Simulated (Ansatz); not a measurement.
Starting cell, LiNbO3 (space group R-3c):

```
LiNbO3
1.0
    2.56213     1.47925     4.51823
   -2.56213     1.47925     4.51823
    0.00000    -2.95850     4.51823
Li Nb O
2 2 6
Direct
  0.75000   0.75000   0.75000
  0.25000   0.25000   0.25000
  0.00000   0.00000   0.00000
  0.50000   0.50000   0.50000
  0.62539   0.87461   0.25000
  0.37461   0.12539   0.75000
  0.25000   0.62539   0.87461
  0.75000   0.37461   0.12539
  0.87461   0.25000   0.62539
  0.12539   0.75000   0.37461
```

A phonon eigenvector at Γ is frozen into this cell: atom i moves by Q times the vector below, so Q is the largest atomic displacement, in Å. The cell is held.

```json
[
 {"atom": "Li1", "x": "0.000", "y": "0.000", "z": "1.000"},
 {"atom": "Li2", "x": "0.000", "y": "0.000", "z": "1.000"},
 {"atom": "Nb3", "x": "0.000", "y": "0.000", "z": "0.124"},
 {"atom": "Nb4", "x": "0.000", "y": "0.000", "z": "0.124"},
 {"atom": "O5", "x": "0.000", "y": "0.070", "z": "-0.386"},
 {"atom": "O6", "x": "0.000", "y": "0.070", "z": "-0.386"},
 {"atom": "O7", "x": "-0.061", "y": "-0.035", "z": "-0.386"},
 {"atom": "O8", "x": "-0.061", "y": "-0.035", "z": "-0.386"},
 {"atom": "O9", "x": "0.061", "y": "-0.035", "z": "-0.386"},
 {"atom": "O10", "x": "0.061", "y": "-0.035", "z": "-0.386"}
]
```

Calculation: LDA (plane waves to 420 eV, PAW, scalar-relativistic; Ansatz, a first-principles code). k mesh 8×8×8 (Γ-centred), fixed occupations. LiNbO3 is run without spin polarisation. LiNbO3 was relaxed with its symmetry unable to fall. This is one of several known forms of LiNbO3; the measured ambient cells at hand have space group No. 161. The zero of ΔE is the undisplaced structure.

| Q (Å) | ΔE (meV/cell) |
|---|---|
| -0.660 | -43.4 |
| -0.550 | withheld |
| -0.440 | -217.9 |
| -0.330 | -170.9 |
| -0.220 | -93.4 |
| -0.110 | -26.3 |
| 0.000 | 0.0 |
| 0.110 | -26.3 |
| 0.220 | -93.4 |
| 0.330 | -170.9 |
| 0.440 | -217.9 |
| 0.550 | withheld |
| 0.660 | -43.4 |

Task: Fit an even polynomial form (powers 2, 4, 6) to the given rows and predict ΔE at Q = 0.550.

Result: Least squares on the 11 given rows: ΔE = (-2219)·Q² + (6278)·Q⁴ + (-3246)·Q⁶, in meV/cell with Q in Å; root-mean-square residual 0.32 meV/cell. At 0.550 the fit gives -186.6 meV/cell; the calculation gives -190.3 meV/cell, so the interpolation is off by 3.7 (+1.9 %). The quadratic term alone would give -671.2 meV/cell: it is negative, as the undisplaced cell is unstable along this move.

(A displaced cell: forces are minus the slopes of the energy, force constants its curvatures, and phonons follow from these.)
